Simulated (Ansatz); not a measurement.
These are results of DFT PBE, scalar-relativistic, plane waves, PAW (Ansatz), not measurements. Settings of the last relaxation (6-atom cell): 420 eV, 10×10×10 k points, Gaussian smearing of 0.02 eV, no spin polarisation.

Energies over the elements count from the elements' standard structures at the same level, with no fitted energy shifts. The references include black phosphorus.

Question: Suggest a trial structure for a tetragonal semiconductor with formula InGa2P3, with a gap near 1.0 eV, a formation energy near −0.35 eV/atom and about 23 Å³ per atom, in a cell of 6 atoms.

Answer: InGa2P3, space group I-4m2 (No. 119). In is surrounded by 4 P at 2.54 Å; Ga has 4 P at 2.40–2.41 Å; P on a site of symmetry 2mm is surrounded by 2 Ga at 2.40 Å and 2 In at 2.54 Å; around P on a site of symmetry -4m2 lie 4 Ga at 2.41 Å.

```cif
data_structure
_symmetry_space_group_name_H-M 'I-4m2'
_symmetry_Int_Tables_number 119
_cell_length_a 3.9885
_cell_length_b 3.9885
_cell_length_c 17.0692
_cell_angle_alpha 90.000
_cell_angle_beta 90.000
_cell_angle_gamma 90.000
_cell_volume 271.54
loop_
_atom_site_label
_atom_site_type_symbol
_atom_site_symmetry_multiplicity
_atom_site_Wyckoff_symbol
_atom_site_fract_x
_atom_site_fract_y
_atom_site_fract_z
_atom_site_occupancy
In1 In 2 a 0.00000 0.00000 0.00000 1
Ga1 Ga 4 e 0.50000 0.50000 0.17087 1
P1 P 4 f 0.00000 0.50000 0.40741 1
P2 P 2 d 0.50000 0.00000 0.25000 1
```

The volume per atom is 22.63 Å³, the density is 4.25 g/cm³ and the energy over the elements is −0.348 eV/atom. The gap on the 10×10×10 mesh of the 6-atom cell is 0.99 eV.

It was reached by relaxing an invented guess, and it needn't be the stable form of this composition. The answer needn't be unique; the calculation gave this one.

Kohn–Sham gaps at this level usually fall short of measured ones. The reference form of P is held partly by dispersion forces, which this level lacks. A later test with randomly moved atoms came back to the same energy, though modes that don't fit the test's cell weren't probed.
